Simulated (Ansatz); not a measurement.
NaTlO in space group P6_3mc (No. 186; Na on 2b, Tl on 2b, O on 2a), plane-wave PAW r²SCAN (Ansatz code). The conduction-band minimum lies at Γ, with 1 equivalent valley. Second derivatives d²E/dk² of the lowest band at one valley (eV·Å²), along Cartesian directions:

```json
[
 {"direction": "[100]", "d²E/dk²": "23.17"},
 {"direction": "[010]", "d²E/dk²": "23.17"},
 {"direction": "[001]", "d²E/dk²": "33.24"},
 {"direction": "[110]", "d²E/dk²": "23.17"},
 {"direction": "[101]", "d²E/dk²": "28.21"},
 {"direction": "[011]", "d²E/dk²": "28.21"}
]
```

Find the principal effective masses, the density-of-states mass and the conductivity mass.

Off-diagonal terms follow from H_xy = H[110] − (H_xx + H_yy)/2, and m*/mₑ = 7.620 eV·Å² over each eigenvalue: 0.23, 0.33, 0.33. One valley's DOS mass (m₁m₂m₃)^(1/3) = 0.29, conductivity mass 3/(Σ 1/mᵢ) = 0.29 mₑ.

What effective density of states Nc follows at 300 K for parabolic valleys?

Nc = 2.509e19 × 1 × (0.29)^(3/2) ≈ 3.9e18 cm⁻³.

The workflow started from a Materials Project entry (that database holds measured and hypothetical structures alike); the Crystallography Open Database copy checked does not list it. Whether it is the stable phase at ambient conditions was not checked. The cell was relaxed with r²SCAN under the symmetry of its start; whether a distortion lowers the energy is not shown. Spin–orbit coupling is left out wherever it is not named.

Potentials: the later of the program's two PAW sets.

Edges and masses are those of Kohn–Sham bands, whose gap is no quasiparticle gap.
